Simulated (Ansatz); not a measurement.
GeMo:
```yaml
crystal:
  lattice:
    - [3.20823, 0.00000, 0.00000]
    - [-1.60412, 2.77841, 0.00000]
    - [0.00000, 0.00000, 3.60282]
  atoms:
    - { symbol: Mo, position: [0.00000, 0.00000, 0.00000] }
    - { symbol: Ge, position: [0.66667, 0.33333, 0.50000] }
```

Relaxed with PBE. Special points in fractions of this cell's reciprocal vectors: Γ (0.000, 0.000, 0.000); M (0.500, 0.000, 0.000); K (0.333, 0.333, 0.000); A (0.000, 0.000, 0.500); L (0.500, 0.000, 0.500); H (0.333, 0.333, 0.500).

### Question
List the band energies nearest the Fermi level at these points for DFT-PBE in the program Ansatz with PAW potentials.

### Answer
In eV from the Fermi level; about four levels below and three above (degenerate sets whole), none deeper than 8.9 eV; points with the same levels are listed once.

```json
[
 {"k": "Γ", "below": "-2.98 -1.29 -1.29", "above": "0.38 0.86 0.86"},
 {"k": "M", "below": "-8.17 -5.36 -2.94 -2.45", "above": "0.35 1.78 2.87"},
 {"k": "K", "below": "-4.55 -3.42 -2.59 -0.85", "above": "1.25 1.42 2.50"},
 {"k": "A", "below": "-0.60 -0.60 -0.33 -0.33", "above": "0.44 6.62 6.62"},
 {"k": "L", "below": "-4.11 -3.62 -1.93 -0.15", "above": "1.38 2.22 4.41"},
 {"k": "H", "below": "-4.74 -3.45 -1.51 -0.87", "above": "1.34 3.99 4.96"}
]
```

Space group P-6m2. A made-up cell: these elements were put on the sites of a structure type; neither database checked (COD, Materials Project) lists it. Its standing as an ambient phase is unchecked. Symmetry was held in the PBE relaxation; whether a distortion lowers the energy is not shown. No spin polarisation was allowed. Scalar-relativistic: spin–orbit coupling is off unless named, which matters more the heavier the elements.

Potentials: the later of the program's two PAW sets.
